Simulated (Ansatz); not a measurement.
AlGaN$_{2}$:
Space group P-4m2 (No. 115); a = 3.1153 Å, b = 3.1153 Å, c = 4.3843 Å, α = 90.00°, β = 90.00°, γ = 90.00°

| atom | site | symmetry | x | y | z |
|---|---|---|---|---|---|
| Al | 1c | -4m2 | 0.5000 | 0.5000 | 0.5000 |
| Ga | 1a | -4m2 | 0.0000 | 0.0000 | 0.0000 |
| N | 2g | 2mm. | 0.0000 | 0.5000 | 0.2600 |

Relaxed with LDA.

Give the optical modes at the zone centre with their infrared and Raman activity from DFPT, LDA (plane waves, PAW; program Ansatz).

Transverse frequencies, without the LO–TO term; a row sums one degenerate level.

| ω (cm⁻¹) | degeneracy | IR ((D/Å)²/amu) | Raman (Å⁴/amu) | activity | symmetry |
|---|---|---|---|---|---|
| 258 | 2 | 0.41 | 0.70 | IR+Raman | E |
| 444 | 1 | 2.05 | 1.8 | IR+Raman | B2 |
| 584 | 2 | 35.81 | 29 | IR+Raman | E |
| 629 | 1 | 28.18 | 7.2 | IR+Raman | B2 |
| 680 | 2 | 22.48 | 1.7 | IR+Raman | E |
| 704 | 1 | 0.00 | 19 | Raman | A1 |

How high does the top mode go among those that the LO–TO term moves?

830 cm⁻¹ for q along x, 830 cm⁻¹ for q along y, 829 cm⁻¹ for q along z.

The first step of the workflow began from a Materials Project structure, measured or hypothetical; the Crystallography Open Database copy checked does not list it. With Al and Ga taken as one species the cell has the higher symmetry F-43m, so it may be an ordered model of a mixed-site phase. Whether it is the stable phase at ambient conditions was not checked. Symmetry was held in the LDA relaxation; phonons on a q-mesh show no instability.

Potentials: the later of the program's two PAW sets.
